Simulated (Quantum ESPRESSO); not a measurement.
## Band energies of AgCl

```
AgCl
1.0
    0.00000     2.72381     2.72381
    2.72381     0.00000     2.72381
    2.72381     2.72381     0.00000
Cl Ag
1 1
Direct
  0.50000   0.50000   0.50000
  0.00000   0.00000   0.00000
```

PBEsol (Quantum ESPRESSO, PseudoDojo norm-conserving, 82 Ry, with spin-orbit coupling); path ΓXWKΓLUWLK,UX; energies in eV from the valence-band maximum.

| k (1/Å) | point | band 26 | band 27 | band 28 | band 29 | band 30 | band 31 | band 32 | band 33 |
|---|---|---|---|---|---|---|---|---|---|
| 0.00 | Γ | -2.52 | 0.69 | 0.69 | 10.47 | 10.47 | 10.47 | 10.47 | 10.55 |
| 0.21 |  | -1.88 | 1.30 | 1.30 | 9.79 | 9.79 | 10.14 | 10.14 | 10.27 |
| 0.52 |  | -1.48 | 3.22 | 3.22 | 7.40 | 7.40 | 8.57 | 8.57 | 9.82 |
| 0.84 |  | -1.58 | 2.78 | 2.78 | 7.69 | 7.69 | 7.89 | 7.89 | 10.53 |
| 1.15 | X | -1.88 | 2.09 | 2.09 | 7.67 | 7.67 | 8.60 | 8.60 | 11.43 |
| 1.50 |  | -1.51 | 3.19 | 3.19 | 7.52 | 7.52 | 8.10 | 8.10 | 9.16 |
| 1.73 | W | -1.34 | 4.12 | 4.12 | 7.59 | 7.59 | 7.67 | 7.67 | 7.85 |
| 1.87 |  | -1.31 | 3.94 | 3.94 | 7.26 | 7.26 | 7.80 | 7.80 | 8.37 |
| 2.14 | K | -1.18 | 3.41 | 3.41 | 7.02 | 7.02 | 7.97 | 7.97 | 9.68 |
| 2.24 |  | -0.80 | 3.96 | 3.96 | 6.58 | 6.58 | 7.76 | 7.76 | 9.11 |
| 2.55 |  | -0.10 | 4.92 | 4.92 | 5.73 | 5.73 | 7.48 | 7.48 | 8.16 |
| 2.85 |  | -0.57 | 3.05 | 3.05 | 7.84 | 7.84 | 8.10 | 8.10 | 9.05 |
| 3.16 |  | -1.77 | 1.24 | 1.24 | 9.59 | 9.59 | 10.06 | 10.06 | 10.56 |
| 3.36 | Γ | -2.52 | 0.69 | 0.69 | 10.47 | 10.47 | 10.47 | 10.47 | 10.55 |
| 3.46 |  | -2.25 | 0.83 | 0.83 | 10.16 | 10.16 | 10.46 | 10.46 | 10.50 |
| 3.76 |  | -1.22 | 2.27 | 2.27 | 8.14 | 8.14 | 9.39 | 9.39 | 9.58 |
| 3.96 |  | -0.60 | 3.26 | 3.26 | 7.11 | 7.11 | 8.28 | 8.28 | 8.50 |
| 4.26 |  | -0.04 | 3.81 | 3.81 | 6.70 | 6.70 | 7.26 | 7.26 | 7.49 |
| 4.36 | L | 0.00 | 3.82 | 3.82 | 6.70 | 6.70 | 7.19 | 7.19 | 7.42 |
| 4.56 |  | -0.16 | 4.30 | 4.30 | 5.86 | 5.86 | 7.56 | 7.56 | 7.83 |
| 4.86 |  | -0.73 | 4.15 | 4.15 | 6.18 | 6.18 | 7.87 | 7.87 | 8.82 |
| 5.07 | U | -1.18 | 3.41 | 3.41 | 7.02 | 7.02 | 7.97 | 7.97 | 9.68 |
| 5.17 |  | -1.21 | 3.51 | 3.51 | 7.04 | 7.04 | 7.94 | 7.94 | 9.36 |
| 5.47 | W | -1.34 | 4.12 | 4.12 | 7.59 | 7.59 | 7.67 | 7.67 | 7.85 |
| 5.78 |  | -0.83 | 4.55 | 4.55 | 5.96 | 5.96 | 7.82 | 7.82 | 8.52 |
| 6.09 |  | -0.16 | 4.31 | 4.31 | 5.85 | 5.85 | 7.56 | 7.56 | 7.84 |
| 6.29 | L | 0.00 | 3.82 | 3.82 | 6.70 | 6.70 | 7.19 | 7.19 | 7.42 |
| 6.38 |  | -0.04 | 3.92 | 3.92 | 6.44 | 6.44 | 7.31 | 7.31 | 7.55 |
| 6.64 |  | -0.41 | 4.71 | 4.71 | 5.45 | 5.45 | 7.90 | 7.90 | 8.15 |
| 6.91 |  | -0.98 | 3.71 | 3.71 | 6.74 | 6.74 | 7.88 | 7.88 | 9.34 |
| 7.00 | K | -1.18 | 3.41 | 3.41 | 7.02 | 7.02 | 7.97 | 7.97 | 9.68 |
| 7.00 | U | -1.18 | 3.41 | 3.41 | 7.02 | 7.02 | 7.97 | 7.97 | 9.68 |
| 7.10 |  | -1.57 | 2.90 | 2.90 | 7.34 | 7.34 | 8.20 | 8.20 | 10.30 |
| 7.40 | X | -1.88 | 2.09 | 2.09 | 7.67 | 7.67 | 8.60 | 8.60 | 11.43 |

The PBEsol gap is indirect, 0.69 eV, from L to Γ; the smallest direct gap is 3.00 eV.

Geometry relaxed with PBEsol.
